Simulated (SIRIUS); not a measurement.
A self-consistent single point of Ti₃Al (P6_3/mmc, 8 atoms in the cell; from Materials Project mp-1823, changed as shown).

```
CELL_PARAMETERS angstrom
      5.74770     0.00000     0.00000
     -2.87385     4.97765     0.00000
      0.00000     0.00000     4.58425
ATOMIC_POSITIONS crystal
  Ti 0.82990 0.65980 0.25000
  Ti 0.17010 0.34020 0.75000
  Ti 0.17010 0.82990 0.75000
  Ti 0.82990 0.17010 0.25000
  Ti 0.34020 0.17010 0.25000
  Ti 0.65980 0.82990 0.75000
  Al 0.33333 0.66667 0.25000
  Al 0.66667 0.33333 0.75000
```

All values come from this method and carry its errors: PBE, GBRV PBE ultrasoft pseudopotentials (plane waves; SIRIUS 7.12.0).

SIRIUS settings:

```
setting                                                               value
--------------------------------------  -----------------------------------
parameters.ngridk                                                     4 4 4
parameters.xc_functionals                      [XC_GGA_X_PBE, XC_GGA_C_PBE]
parameters.gk_cutoff                                           6.325 1/bohr
parameters.pw_cutoff                                          14.143 1/bohr
parameters.smearing                                             fermi_dirac
parameters.smearing_width                                     0.00367493 Ha
potentials                              GBRV PBE ultrasoft pseudopotentials
parameters.electronic_structure_method                      pseudopotential
parameters.num_bands                                                     47
parameters.num_mag_dims                                                   0
parameters.num_dft_iter                                                 100
parameters.energy_tol                                              1e-07 Ha
parameters.density_tol                                                1e-06
mixer.type                                                         anderson
mixer.beta                                                              0.5
mixer.use_hartree                                                      true
```

Results:

| Item | Value |
|---|---|
| Number of valence electrons | 78 |
| Number of bands | 47 |
| Number of k-points after the program's reduction | 12 |
| Number of plane waves (most at a k-point) | 3794 |
| Number of SCF iterations | 17 |
| FFT grid | 54 × 54 × 45 |
| Free energy E − TS | -9919.7855 eV |
| Fermi level (on the code's own zero) | 12.42 eV |
| Pressure | 2.32 GPa |
| Largest force (vector length) | 0.066 eV/Å |

Forces (eV/Å):
| atom | Fx | Fy | Fz |
|---|---|---|---|
| Ti1 | 0.000 | 0.066 | 0.000 |
| Ti2 | 0.000 | -0.066 | 0.000 |
| Ti3 | -0.057 | 0.033 | 0.000 |
| Ti4 | 0.057 | -0.033 | 0.000 |
| Ti5 | -0.057 | -0.033 | 0.000 |
| Ti6 | 0.057 | 0.033 | 0.000 |
| Al7 | 0.000 | 0.000 | 0.000 |
| Al8 | 0.000 | 0.000 | 0.000 |

Stress (GPa, positive for compression):
```
1.54  0.00  0.00
0.00  1.54  0.00
0.00  0.00  3.90
```

For comparison: a first run was changed to give this one (lattice vector c scaled by 0.99), and from it to this one the free energy goes up by 2.8 meV/atom, the pressure goes from 1.06 to 2.32 GPa and the largest force hardly changes (0.063 to 0.066 eV/Å).

The structure comes from a collection of computed structures, made at another level of theory; the collection holds predicted forms beside known ones. No clean gap shows at this smearing width and mesh (spacing up to 0.34 Å⁻¹); the mesh is coarse for partly filled bands, so the values carry mesh errors.

Cost on one core: roughly 90 core-seconds.
